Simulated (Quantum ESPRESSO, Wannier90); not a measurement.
# Wannierisation of MoS$_{2}$ (R3m)

Materials Project entry mp-1434; symmetrised, unrelaxed at this level. COD (Crystallography Open Database) has the formula in 3 space groups, this one among them (matched by group alone). Method: PBEsol plane waves in Quantum ESPRESSO 7.5 (PseudoDojo norm-conserving files, 64 Ry, no spin polarisation, no spin-orbit coupling), Bloch states on a 12×12×12 mesh through Γ, Wannier90 4.0.1. Density: 12×12×12 mesh, cold smearing 0.01 Ry. The cell is built of weakly bound layers, chains or molecules, whose nearest atoms lie 3.85 Å apart. Database cells relaxed without dispersion often hold them too far apart, which can enlarge gaps and weakens couplings between them; spacing and stacking were not compared with the measured crystal.

On the energy scale of pw.x, whose zero is arbitrary, the valence-band maximum lies at 9.84 eV.

Input w.win:

```
num_bands = 16
num_wann = 11
exclude_bands = 1-6,23-27
num_iter = 1000
conv_tol = 1.0e-6
conv_window = 4
dis_num_iter = 1000
dis_conv_tol = 1.0e-6
dis_froz_max = 12.41
write_hr = true
write_u_matrices = true
begin projections
f=-0.01199,0.01250,0.00398: d
f=-0.42435,-0.41489,0.24503: p
f=-0.24797,-0.24203,-0.23873: p
end projections
begin unit_cell_cart
ang
   -1.5921498499    2.7576844333    0.0000000000
   -3.1842996998    0.0000000000    0.0000000000
   -1.5921498499    0.9192281444    6.4821000000
end unit_cell_cart
begin atoms_frac
Mo   0.0002200000  0.0002200000 -0.0006600000
S   -0.4129370000 -0.4129370000  0.2388110000
S   -0.2533030000 -0.2533030000 -0.2400910000
end atoms_frac
mp_grid = 12 12 12
begin kpoints
0.0000000000 0.0000000000 0.0000000000
0.0000000000 0.0000000000 0.0833333333
0.0000000000 0.0000000000 0.1666666667
... (1725 more lines: the 12x12x12 mesh through Gamma)
end kpoints
```

Input of pw2wannier90.x that gives the overlap and projection files (equivalent; here they were cut from one run over all bands):

```
&inputpp
  outdir = './out'
  prefix = 'pwscf'
  seedname = 'w'
  write_amn = .true.
  write_mmn = .true.
/
```

Output w.wout (banner and timings cut):

```
                                    ------
                                    SYSTEM
                                    ------

                              Lattice Vectors (Ang)
                    a_1    -1.592150   2.757684   0.000000
                    a_2    -3.184300   0.000000   0.000000
                    a_3    -1.592150   0.919228   6.482100

                   Unit Cell Volume:      56.92122  (Ang^3)

                        Reciprocal-Space Vectors (Ang^-1)
                    b_1     0.000000   2.278428  -0.323104
                    b_2    -1.973176  -1.139214  -0.323104
                    b_3     0.000000   0.000000   0.969313

 *----------------------------------------------------------------------------*
 |   Site       Fractional Coordinate          Cartesian Coordinate (Ang)     |
 +----------------------------------------------------------------------------+
 | mo   1   0.00022   0.00022  -0.00066   |    0.00000   0.00000  -0.00428    |
 | s    1  -0.41294  -0.41294   0.23881   |    1.59215  -0.91923   1.54800    |
 | s    2  -0.25330  -0.25330  -0.24009   |    1.59215  -0.91923  -1.55629    |
 *----------------------------------------------------------------------------*
                                ------------
                                K-POINT GRID
                                ------------

             Grid size = 12 x 12 x 12      Total points = 1728

 *---------------------------------- MAIN ------------------------------------*
 |  Number of Wannier Functions               :                11             |
 |  Number of Objective Wannier Functions     :                11             |
 |  Number of input Bloch states              :                16             |
 |  Output verbosity (1=low, 5=high)          :                 1             |
 |  Timing Level (1=low, 5=high)              :                 1             |
 |  Optimisation (0=memory, 3=speed)          :                 3             |
 |  Length Unit                               :               Ang             |
 |  Post-processing setup (write *.nnkp)      :                 F             |
 |  Using Gamma-only branch of algorithms     :                 F             |
 *----------------------------------------------------------------------------*
 *------------------------------- WANNIERISE ---------------------------------*
 |  Total number of iterations                :              1000             |
 |  Number of CG steps before reset           :                 5             |
 |  Trial step length for line search         :             2.000             |
 |  Convergence tolerence                     :         0.100E-05             |
 |  Convergence window                        :                 4             |
 |  Iterations between writing output         :                 1             |
 |  Iterations between backing up to disk     :               100             |
 |  Write r^2_nm to file                      :                 F             |
 |  Write xyz WF centres to file              :                 F             |
 |  Write on-site energies <0n|H|0n> to file  :                 F             |
 |  Use guiding centre to control phases      :                 F             |
 |  Use phases for initial projections        :                 F             |
 *----------------------------------------------------------------------------*
 *------------------------------- DISENTANGLE --------------------------------*
 |  Using band disentanglement                :                 T             |
 |  Total number of iterations                :              1000             |
 |  Mixing ratio                              :             0.500             |
 |  Convergence tolerence                     :         1.000E-06             |
 |  Convergence window                        :                 3             |
 *----------------------------------------------------------------------------*
 *-------------------------------- PLOTTING ----------------------------------*
 |  Plotting Hamiltonian in WF basis          :                 T             |
 *----------------------------------------------------------------------------*

 *---------------------------------- K-MESH ----------------------------------*
 +----------------------------------------------------------------------------+
 |                    Distance to Nearest-Neighbour Shells                    |
 |                    ------------------------------------                    |
 |          Shell             Distance (Ang^-1)          Multiplicity         |
 |          -----             -----------------          ------------         |
 |             1                   0.080776                      2            |
 |             2                   0.161552                      2            |
 |             3                   0.191769                      6            |
 |             4                   0.197358                      6            |
 |             5                   0.218288                      6            |
 |             6                   0.232754                      6            |
 |             7                   0.242328                      2            |
 |             8                   0.267533                      6            |
       ... (lines left out)
 +----------------------------------------------------------------------------+
 | The b-vectors are chosen automatically                                     |
 | The following shells are used:                       1,  3                 |
 +----------------------------------------------------------------------------+
 |                        Shell   # Nearest-Neighbours                        |
 |                        -----   --------------------                        |
 |                          1               2                                 |
 |                          2               6                                 |
 +----------------------------------------------------------------------------+
 | Completeness relation is fully satisfied [Eq. (B1), PRB 56, 12847 (1997)]  |
 +----------------------------------------------------------------------------+
 |                  b_k Vectors (Ang^-1) and Weights (Ang^2)                  |
 |                  ----------------------------------------                  |
 |            No.         b_k(x)      b_k(y)      b_k(z)        w_b           |
 |            ---        --------------------------------     --------        |
 |             1         0.000000    0.000000    0.080776    73.548832        |
 |             2         0.000000    0.000000   -0.080776    73.548832        |
 |             3        -0.164431   -0.094934   -0.026925     9.246357        |
 |             4         0.000000    0.189869   -0.026925     9.246357        |
 |             5        -0.164431    0.094934    0.026925     9.246357        |
 |             6         0.164431    0.094934    0.026925     9.246357        |
 |             7         0.000000   -0.189869    0.026925     9.246357        |
 |             8         0.164431   -0.094934   -0.026925     9.246357        |
 +----------------------------------------------------------------------------+
 |                           b_k Directions (Ang^-1)                          |
 |                           -----------------------                          |
 |            No.           x           y           z                         |
 |            ---        --------------------------------                     |
 |             1         0.000000    0.000000    0.080776                     |
 |             2        -0.164431   -0.094934   -0.026925                     |
 |             3         0.000000    0.189869   -0.026925                     |
 |             4        -0.164431    0.094934    0.026925                     |
 +----------------------------------------------------------------------------+

 Starting a new Wannier90 calculation ...

 Reading overlaps from w.mmn

 Reading projections from w.amn

 *------------------------------- DISENTANGLE --------------------------------*
 +----------------------------------------------------------------------------+
 |                              Energy  Windows                               |
 |                              ---------------                               |
 |                   Outer:    3.28282  to   21.20518  (eV)                   |
 |                   Inner:    3.28282  to   12.41000  (eV)                   |
 +----------------------------------------------------------------------------+
   Number of target bands to extract:   11

                   Unitarised projection of Wannier functions
                   ------------------------------------------
   A_mn = <psi_m|g_n> --> S = A.A^+ --> U = S^-1/2.A
   In dis_project... done
   Using an inner window (linner = T)
   In dis_proj_froz... done

                   Extraction of optimally-connected subspace
                   ------------------------------------------
 +---------------------------------------------------------------------+<-- DIS
 |  Iter     Omega_I(i-1)      Omega_I(i)      Delta (frac.)           |<-- DIS
 +---------------------------------------------------------------------+<-- DIS
       1      18.71820924      18.30144305       2.277E-02    <-- DIS
       2      18.31196078      18.14305333       9.310E-03    <-- DIS
       3      18.17717410      18.02628881       8.370E-03    <-- DIS
       4      18.05791815      17.93297568       6.967E-03    <-- DIS
       5      17.95825730      17.85680438       5.681E-03    <-- DIS
       6      17.87585929      17.79372389       4.616E-03    <-- DIS
       ... (lines left out)
     101      17.36225048      17.36230419      -3.093E-06    <-- DIS
       ... (lines left out)
     129      17.36162513      17.36164223      -9.849E-07    <-- DIS
     130      17.36161286      17.36162926      -9.447E-07    <-- DIS
     131      17.36160102      17.36161675      -9.059E-07    <-- DIS

             <<<      Delta < 1.000E-06  over  3 iterations     >>>
             <<< Disentanglement convergence criteria satisfied >>>

        Final Omega_I    17.36161675 (Ang^2)

 +----------------------------------------------------------------------------+

 Writing checkpoint file w.chk... done

 *------------------------------- WANNIERISE ---------------------------------*
 +--------------------------------------------------------------------+<-- CONV
 | Iter  Delta Spread     RMS Gradient      Spread (Ang^2)            |<-- CONV
 +--------------------------------------------------------------------+<-- CONV

 ------------------------------------------------------------------------------
 Initial State
  WF centre and spread    1  ( -0.000056, -0.000430, -0.004168 )     1.52626103
  WF centre and spread    2  ( -0.001181, -0.027903, -0.000714 )     1.59189469
  WF centre and spread    3  (  0.000679,  0.026982, -0.004092 )     1.59386651
  WF centre and spread    4  ( -0.000149, -0.094203, -0.002779 )     1.68709561
  WF centre and spread    5  ( -0.000722,  0.092555, -0.002654 )     1.69244762
  WF centre and spread    6  (  1.595077, -0.920221,  1.634912 )     1.83145700
  WF centre and spread    7  (  1.592413, -0.914089,  1.500003 )     1.74061232
  WF centre and spread    8  (  1.593321, -0.925409,  1.500833 )     1.72823655
  WF centre and spread    9  (  1.589694, -0.916955, -1.642629 )     1.79576791
  WF centre and spread   10  (  1.590937, -0.912426, -1.509406 )     1.69630256
  WF centre and spread   11  (  1.590635, -0.924741, -1.510187 )     1.69204177
  Sum of centres and spreads (  9.550648, -5.516838, -0.040882 )    18.57598357

      0     0.186E+02     0.0000000000       18.5759835980  <-- CONV
        O_D=      0.0383201 O_OD=      1.1760467 O_TOT=     18.5759836 <-- SPRD
 ------------------------------------------------------------------------------
      1    -0.505E-01     0.0759311017       18.5254665915  <-- CONV
        O_D=      0.0348811 O_OD=      1.1289687 O_TOT=     18.5254666 <-- SPRD
      2    -0.227E-01     0.1530180897       18.5027247152  <-- CONV
        O_D=      0.0332264 O_OD=      1.1078816 O_TOT=     18.5027247 <-- SPRD
      3    -0.149E-01     0.0814617100       18.4878045976  <-- CONV
        O_D=      0.0324920 O_OD=      1.0936959 O_TOT=     18.4878046 <-- SPRD
      4    -0.214E-01     0.0867135988       18.4663615518  <-- CONV
        O_D=      0.0319622 O_OD=      1.0727826 O_TOT=     18.4663616 <-- SPRD
      5    -0.396E-01     0.1187280559       18.4267202457  <-- CONV
        O_D=      0.0315581 O_OD=      1.0335454 O_TOT=     18.4267202 <-- SPRD
       ... (lines left out)
     60    -0.474E-06     0.0003910078       18.3266505977  <-- CONV
        O_D=      0.0290418 O_OD=      0.9359921 O_TOT=     18.3266506 <-- SPRD
     61    -0.746E-06     0.0003999165       18.3266498519  <-- CONV
        O_D=      0.0290422 O_OD=      0.9359909 O_TOT=     18.3266499 <-- SPRD
     62    -0.450E-06     0.0006654551       18.3266494022  <-- CONV
        O_D=      0.0290422 O_OD=      0.9359905 O_TOT=     18.3266494 <-- SPRD
             <<<     Delta < 1.000E-06  over  4 iterations     >>>
             <<< Wannierisation convergence criteria satisfied >>>
 Final State
  WF centre and spread    1  (  0.000018,  0.000108, -0.003494 )     1.54141453
  WF centre and spread    2  ( -0.000418, -0.034080, -0.003333 )     1.64863067
  WF centre and spread    3  ( -0.000089,  0.033765, -0.004820 )     1.64815256
  WF centre and spread    4  ( -0.000007, -0.114076, -0.002527 )     1.71975649
  WF centre and spread    5  ( -0.000016,  0.113290, -0.002554 )     1.72016737
  WF centre and spread    6  (  1.593330, -0.919876,  1.644054 )     1.71668434
  WF centre and spread    7  (  1.592214, -0.912754,  1.501374 )     1.65845016
  WF centre and spread    8  (  1.592264, -0.926100,  1.501083 )     1.65909519
  WF centre and spread    9  (  1.590683, -0.918118, -1.652040 )     1.70810104
  WF centre and spread   10  (  1.591953, -0.911433, -1.509281 )     1.65283304
  WF centre and spread   11  (  1.591791, -0.926868, -1.509485 )     1.65336398
  Sum of centres and spreads (  9.551724, -5.516144, -0.041023 )    18.32664937

         Spreads (Ang^2)       Omega I      =    17.361616747
        ================       Omega D      =     0.029042170
                               Omega OD     =     0.935990485
    Final Spread (Ang^2)       Omega Total  =    18.326649402
```
